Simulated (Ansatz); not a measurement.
SnTe: from a starting cell to a relaxed one

The start is a generated cell, SnTe placed in the AFLOW prototype AB_hP6_191_f_ad (B35, as in CoSn). A full variable-cell relaxation at zero pressure is run with PBE (plane waves to 420 eV, PAW, scalar-relativistic; Ansatz, an electronic-structure program). First-step values are on the input's coarse k-mesh.

Ansatz input (later rounds restart from its end on a renewed k-mesh):
Ansatz 0.2 input:
```yaml
crystal:
  lattice:
    - [6.8463211, 0, 0]
    - [-3.4231606, 5.929088, 0]
    - [0, 0, 5.5243937]
  atoms:
    - { symbol: Sn, position: [0.5, 0, 0] }
    - { symbol: Sn, position: [0.5, 0.5, 0] }
    - { symbol: Sn, position: [0, 0.5, 0] }
    - { symbol: Te, position: [0, 0, 0] }
    - { symbol: Te, position: [0.33333333, 0.66666667, 0.5] }
    - { symbol: Te, position: [0.66666667, 0.33333333, 0.5] }
basis: { ecutwfc: 420, ecutrho_ratio: 4, xc_grid: 2, fft_grid_basis: typed }
kpoints: { mp_grid: { grid: [4, 4, 4] } }
hamiltonian:
  xc: pbe
  dispersion: none
  pseudopotentials: { azcp: { folder: ./paw }, kind: paw }
scf: { occupations: { method: fermi_dirac, width: 0.05 } }
relax: { f_tol: 0.01, max_steps: 100, cell: { stress_tol: 0.02 } }
output: { forces: true, stress: true }
```

```yaml
initial_pressure: "-3 GPa (negative: the cell is under tension)"
outcome: The space group stays P6/mmm (No. 191) (the run could not lower it); the end is AFLOW prototype AB_hP6_191_f_ad (B35, as in CoSn), with 6 atoms in the primitive cell
energy_released: 0.11 to 0.12 eV/atom (the two k-meshes of the run give this range)
volume_change: -8.3 %, from 37.37 to 34.29 Å³/atom
Shortest distances (start → end): "The closest pairs of elements (up to four, under 3.6 Å), start → end: Sn–Te 3.40 → 3.15 Å; Sn–Sn 3.42 → 3.51 Å"
optimiser_moves: 12
```

Final values are on a 8×8×10 k-mesh of the relaxed cell. No spin polarisation in the result.

The run could not lower the symmetry of its start; a shaken copy of this end point relaxes with PBE to P1 (No. 1) at a tolerance of 0.01 Å, Pm (No. 6) at 0.1 Å, 0.14 eV/atom lower.

The relaxed structure here is a generated cell of SnTe: the first start was made by placing the elements on the sites of a structure type, and the end was not matched to a known phase here, so it may be hypothetical. Known forms of SnTe include space group No. 225.
